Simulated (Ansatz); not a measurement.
MgCr4FeO8 — 57Fe Mössbauer parameters

Cell: a Materials Project structure (computed, not necessarily an observed phase), taken as it stands.

Space group F-43m (No. 216); a = 8.5162 Å.

```
site  Wyckoff  site symmetry       x       y       z
  Mg       4a           -43m  0.0000  0.0000  0.0000
  Cr      16e            .3m  0.6252  0.3748  0.6252
  Fe       4d           -43m  0.2500  0.7500  0.2500
  O7      16e            .3m  0.8638  0.1362  0.8638
 O11      16e            .3m  0.3871  0.6129  0.3871
```

One atom of each set is listed; the run and its k-mesh use a cell of 14 atoms with edges of 6.02, 6.02, 6.02 Å.

The numbers come from a DFT calculation in Ansatz (PBE, plane waves and PAW, scalar-relativistic, collinear spin, 420 eV cutoff, Γ-centred 7×7×7 k-points, Fermi–Dirac smearing 0.05 eV). Start moments as typed (μB): 3 on each Cr, 4 on each Fe, none on the rest.

Isomer shifts (against α-Fe) follow from the electron density at the nucleus, δ = α(ρ − ρ₀), with α = -0.366 mm s⁻¹ a₀³ and ρ₀ = 14904.00 a₀⁻³ from a line fitted to 10 measured compounds at this level of theory (rms miss 0.11 mm/s). ΔE_Q = ½eQV_zz(1 + η²/3)^½ with Q = 0.160 b for the 14.4 keV state. B_c is the Fermi-contact field along the atom's own moment; orbital and dipolar fields are not included.

**Question.** Give the isomer shift and quadrupole splitting and contact field of each Fe site.

**Answer.** 

```
site  atoms    first shell  ρ − ρ₀ (a₀⁻³)  δ (mm/s)  ΔE_Q (mm/s)  η  |m| (μB)  B_c (T)
  Fe      1  4 O at 2.02 Å          -2.77      1.01         0.00  –      3.14    -30.8
```



At this cell the PBE pressure is -7 GPa, so with PBE the cell would shrink if it were relaxed. The entry's cell may itself be off. The largest force is 0.4 eV/Å, so the atoms aren't at the calculated equilibrium and relaxing them would move these values. The moments were started parallel, and the run ended with some of them reversed. Runs of this kind can end above the lowest electronic state. The program didn't check the stability of this electronic state in full, so a lower one may lie near. Semilocal functionals can leave a metal where correlation in the d or f shell opens a gap in the real compound, and that would change the values at and beside Cr and Fe. The run lost the sense of its start on Cr, where the moments end reversed; a state with other moments may lie lower. The magnetic order is the one that the run reached from its start moments, not necessarily the measured one; the program found signs of a lower order. Semilocal functionals underestimate the core's spin polarisation, so contact fields of ionic iron come out too small in magnitude.

The run took 3 min of wall time (3 min of CPU time) and 0.91 GiB at its peak, on 1 thread of Arm Neoverse V2 (aarch64; 28 cores open to the job, memory cap 3.0 GiB, no GPU), a shared host with a load of 0.9 a core.
